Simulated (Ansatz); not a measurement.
A relaxation computed with Ansatz, from input to last step.

```yaml
crystal:
  lattice:
    - [2.8820426624, 1.6639481069, 10.5732813973]
    - [-2.8820426624, 1.6639481069, 10.5732813973]
    - [0.0, -3.3278962139, 10.5732813973]
  atoms:
    - { symbol: Zr, position: [0.6214430085, 0.9644708454, 0.2908557868] }
    - { symbol: Zr, position: [0.1237105879, 0.4697422925, 0.7829178923] }
    - { symbol: Zr, position: [0.9644708454, 0.2908557868, 0.6214430085] }
    - { symbol: Zr, position: [0.4697422925, 0.7829178923, 0.1237105879] }
    - { symbol: Zr, position: [0.2908557868, 0.6214430085, 0.9644708454] }
    - { symbol: Zr, position: [0.7829178923, 0.1237105879, 0.4697422925] }
    - { symbol: Zr, position: [0.0355291546, 0.7091442132, 0.3785569915] }
    - { symbol: Zr, position: [0.5302577075, 0.2170821077, 0.8762894121] }
    - { symbol: Zr, position: [0.3785569915, 0.0355291546, 0.7091442132] }
    - { symbol: Zr, position: [0.8762894121, 0.5302577075, 0.2170821077] }
    - { symbol: Zr, position: [0.7091442132, 0.3785569915, 0.0355291546] }
    - { symbol: Zr, position: [0.2170821077, 0.8762894121, 0.5302577075] }
    - { symbol: O, position: [0.5, 0.5, 0.5] }
    - { symbol: O, position: [0.2498329811, 0.2498329811, 0.2498329811] }
    - { symbol: O, position: [0.7501670189, 0.7501670189, 0.7501670189] }
basis:
  ecutwfc: 500
kpoints:
  mp_grid: { grid: [6, 6, 6] }
hamiltonian:
  xc: r2scan
scf:
  occupations: { method: gaussian, width: 0.1 }
output:
  forces: true
  stress: true
  eigenvalues: true
relax:
  adjacent_minimum: "off"
  f_tol: 0.01
  max_steps: 30
  cell: { stress_tol: 0.1, fix: [volume] }
```

```bash
ansatz run input.yaml --threads 4 --pin off --max-ram 10240MiB --backend cpu --events-out ev --progress --plain --runs-dir out
```

Computed with Ansatz, DFT r2SCAN, scalar-relativistic, plane waves, PAW.

The volume is held at 1.06 times that of the relaxed cell.

Of 6 frames 5 are shown, positions in Å and forces in eV/Å; the SCF threshold varies from step to step. Steps run on the plane waves of an earlier cell, with a Pulay correction in the pressure. The basis is chosen afresh for the last frame, the zero of the energies, and at times for earlier ones too; energy and pressure can step there, also at an unchanged geometry. Where two frames share a geometry here, they differ by under 2 meV/atom and 0.3 GPa. The mark taken_back stands on steps that the optimiser undid.

```xyz
15
Lattice="2.8820 1.6639 10.5733 -2.8820 1.6639 10.5733 0.0000 -3.3279 10.5733" Properties=species:S:1:pos:R:3:forces:R:3 pbc="T T T" step=1 free_energy_over_end_meV_per_atom=0.33 pressure_GPa=-6.83
Zr   -0.9886    1.6709   19.8436   -0.0958    0.0030   -0.0299
Zr   -0.9973   -1.6180   14.5528   -0.0483    0.0832    0.0204
Zr    1.9414    0.0207   19.8436    0.0505    0.0814   -0.0299
Zr   -0.9026    1.6727   14.5528    0.0962    0.0002    0.0204
Zr   -0.9528   -1.6916   19.8436    0.0453   -0.0845   -0.0299
Zr    1.8999   -0.0547   14.5528   -0.0479   -0.0834    0.0204
Zr   -1.9414   -0.0207   11.8762   -0.0505   -0.0814    0.0299
Zr    0.9026   -1.6727   17.1671   -0.0962   -0.0002   -0.0204
Zr    0.9886   -1.6709   11.8762    0.0958   -0.0030    0.0299
Zr    0.9973    1.6180   17.1671    0.0483   -0.0832   -0.0204
Zr    0.9528    1.6916   11.8762   -0.0453    0.0845    0.0299
Zr   -1.8999    0.0547   17.1671    0.0479    0.0834   -0.0204
O     0.0000    0.0000   15.8599    0.0000    0.0000    0.0000
O     0.0000    0.0000    7.9247    0.0000    0.0000   -0.0075
O     0.0000    0.0000   23.7952    0.0000    0.0000    0.0075
15
Lattice="2.8863 1.6664 10.5423 -2.8863 1.6664 10.5423 0.0000 -3.3328 10.5423" Properties=species:S:1:pos:R:3:forces:R:3 pbc="T T T" step=2 free_energy_over_end_meV_per_atom=4.76 pressure_GPa=-6.00 taken_back
Zr   -1.0287    1.6811   19.7999    0.4570    0.0012   -0.1151
Zr   -1.0196   -1.5954   14.5235    0.1710   -0.1784   -0.0806
Zr    1.9702    0.0503   19.7999   -0.2274   -0.3963   -0.1151
Zr   -0.8719    1.6807   14.5235   -0.2400   -0.0589   -0.0806
Zr   -0.9416   -1.7314   19.7999   -0.2295    0.3951   -0.1151
Zr    1.8915   -0.0853   14.5235    0.0690    0.2373   -0.0806
Zr   -1.9702   -0.0503   11.8271    0.2274    0.3963    0.1151
Zr    0.8719   -1.6807   17.1035    0.2400    0.0589    0.0806
Zr    1.0287   -1.6811   11.8271   -0.4570   -0.0012    0.1151
Zr    1.0196    1.5954   17.1035   -0.1710    0.1784    0.0806
Zr    0.9416    1.7314   11.8271    0.2295   -0.3951    0.1151
Zr   -1.8915    0.0853   17.1035   -0.0690   -0.2373    0.0806
O     0.0000    0.0000   15.8135    0.0000    0.0000    0.0000
O     0.0000    0.0000    7.8924    0.0000    0.0000    0.0109
O     0.0000    0.0000   23.7346    0.0000    0.0000   -0.0109
15
Lattice="2.8815 1.6636 10.5775 -2.8815 1.6636 10.5775 0.0000 -3.3272 10.5775" Properties=species:S:1:pos:R:3:forces:R:3 pbc="T T T" step=3 free_energy_over_end_meV_per_atom=0.02 pressure_GPa=-6.64
Zr   -0.9953    1.6725   19.8474    0.0086   -0.0031    0.0062
Zr   -1.0018   -1.6113   14.5635    0.0012    0.0113   -0.0123
Zr    1.9461    0.0257   19.8474   -0.0070   -0.0058    0.0062
Zr   -0.8945    1.6733   14.5635    0.0092   -0.0067   -0.0123
Zr   -0.9508   -1.6982   19.8474   -0.0016    0.0090    0.0062
Zr    1.8964   -0.0620   14.5635   -0.0104   -0.0046   -0.0123
Zr   -1.9461   -0.0257   11.8849    0.0070    0.0058   -0.0062
Zr    0.8945   -1.6733   17.1689   -0.0092    0.0067    0.0123
Zr    0.9953   -1.6725   11.8849   -0.0086    0.0031   -0.0062
Zr    1.0018    1.6113   17.1689   -0.0012   -0.0113    0.0123
Zr    0.9508    1.6982   11.8849    0.0016   -0.0090   -0.0062
Zr   -1.8964    0.0620   17.1689    0.0104    0.0046    0.0123
O     0.0000    0.0000   15.8662    0.0000    0.0000    0.0000
O     0.0000    0.0000    7.9217    0.0000    0.0000    0.0078
O     0.0000    0.0000   23.8107    0.0000    0.0000   -0.0078
15
Lattice="2.8830 1.6645 10.5660 -2.8830 1.6645 10.5660 0.0000 -3.3290 10.5660" Properties=species:S:1:pos:R:3:forces:R:3 pbc="T T T" step=4 free_energy_over_end_meV_per_atom=0.03 pressure_GPa=-6.64 taken_back
Zr   -0.9952    1.6735   19.8296   -0.0018   -0.0022   -0.0198
Zr   -1.0032   -1.6092   14.5442    0.0056   -0.0187    0.0104
Zr    1.9469    0.0251   19.8296   -0.0010    0.0027   -0.0198
Zr   -0.8920    1.6734   14.5442   -0.0190    0.0045    0.0104
Zr   -0.9518   -1.6986   19.8296    0.0028   -0.0005   -0.0198
Zr    1.8952   -0.0642   14.5442    0.0134    0.0142    0.0104
Zr   -1.9469   -0.0251   11.8684    0.0010   -0.0027    0.0198
Zr    0.8920   -1.6734   17.1539    0.0190   -0.0045   -0.0104
Zr    0.9952   -1.6735   11.8684    0.0018    0.0022    0.0198
Zr    1.0032    1.6092   17.1539   -0.0056    0.0187   -0.0104
Zr    0.9518    1.6986   11.8684   -0.0028    0.0005    0.0198
Zr   -1.8952    0.0642   17.1539   -0.0134   -0.0142   -0.0104
O     0.0000    0.0000   15.8490    0.0000    0.0000    0.0000
O     0.0000    0.0000    7.9180    0.0000    0.0000   -0.0072
O     0.0000    0.0000   23.7801    0.0000    0.0000    0.0072
15
Lattice="2.8824 1.6641 10.5710 -2.8824 1.6641 10.5710 0.0000 -3.3283 10.5710" Properties=species:S:1:pos:R:3:forces:R:3 pbc="T T T" step=6 free_energy_over_end_meV_per_atom=0.00 pressure_GPa=-6.65
Zr   -0.9950    1.6727   19.8363    0.0001   -0.0001   -0.0005
Zr   -1.0023   -1.6107   14.5529    0.0005    0.0006   -0.0008
Zr    1.9461    0.0253   19.8363   -0.0001   -0.0001   -0.0005
Zr   -0.8938    1.6733   14.5529    0.0002   -0.0007   -0.0008
Zr   -0.9512   -1.6980   19.8363    0.0000    0.0001   -0.0005
Zr    1.8961   -0.0626   14.5529   -0.0008    0.0002   -0.0008
Zr   -1.9461   -0.0253   11.8767    0.0001    0.0001    0.0005
Zr    0.8938   -1.6733   17.1601   -0.0002    0.0007    0.0008
Zr    0.9950   -1.6727   11.8767   -0.0001    0.0001    0.0005
Zr    1.0023    1.6107   17.1601   -0.0005   -0.0006    0.0008
Zr    0.9512    1.6980   11.8767    0.0000   -0.0001    0.0005
Zr   -1.8961    0.0626   17.1601    0.0008   -0.0002    0.0008
O     0.0000    0.0000   15.8565    0.0000    0.0000    0.0000
O     0.0000    0.0000    7.9188    0.0000    0.0000    0.0016
O     0.0000    0.0000   23.7942    0.0000    0.0000   -0.0016
```

The run took 2.2 min on 4 threads of Oxide Virtual Turin-like Processor (Zen 5), on a shared host, peak memory 2.5 GiB.